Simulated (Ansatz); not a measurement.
Bulk crystal (Rh) after relaxation:

```cif
data_structure
_symmetry_space_group_name_H-M 'Fm-3m'
_symmetry_Int_Tables_number 225
_cell_length_a 3.7537
_cell_length_b 3.7537
_cell_length_c 3.7537
_cell_angle_alpha 90.000
_cell_angle_beta 90.000
_cell_angle_gamma 90.000
_cell_volume 52.89
loop_
_atom_site_label
_atom_site_type_symbol
_atom_site_symmetry_multiplicity
_atom_site_Wyckoff_symbol
_atom_site_fract_x
_atom_site_fract_y
_atom_site_fract_z
_atom_site_occupancy
Rh1 Rh 4 a 0.00000 0.00000 0.00000 1
```

Miller indices refer to the conventional cell of Fm-3m (No. 225), a = 3.754 Å, b = 3.754 Å, c = 3.754 Å, α = 90.00°, β = 90.00°, γ = 90.00°.

The (111) slab of 6 planes, 10.8 Å thick with 15 Å of vacuum as cut; outer planes Rh (top) and Rh (bottom).

Level of theory: DFT LDA, scalar-relativistic, plane waves, PAW in Ansatz. Cutoff 420 eV; k points 15×15×1 on the computed 6-atom cell (Γ-centred); Gaussian smearing, width 0.10 eV; no spin polarisation. A dipole correction removes the field between periodic images along c.

The work function read from the bulk's Fermi level differs by 0.25 eV, so the slab's middle doesn't match the bulk reference (too thin, or relaxed to another structure or magnetic state).

Results for the relaxed slab:

| Item | Value |
| --- | --- |
| Surface energy (mean of both faces) | 2.62 J/m² |
| Work function | 5.53 eV |

Relaxation lowers the energy by 0.026 J/m² a face; the largest move is 0.048 Å.

| plane (bottom to top) | atoms | spacing to next, bulk (Å) | relaxed (Å) | change (%) |
| --- | --- | --- | --- | --- |
| 1 | Rh | 2.167 | 2.124 | -2.0 |
| 2 | Rh | 2.167 | 2.154 | -0.6 |
| 3 | Rh | 2.167 | 2.184 | +0.8 |
| 4 | Rh | 2.167 | 2.154 | -0.6 |
| 5 | Rh | 2.167 | 2.124 | -2.0 |
| 6 | Rh |  |  |  |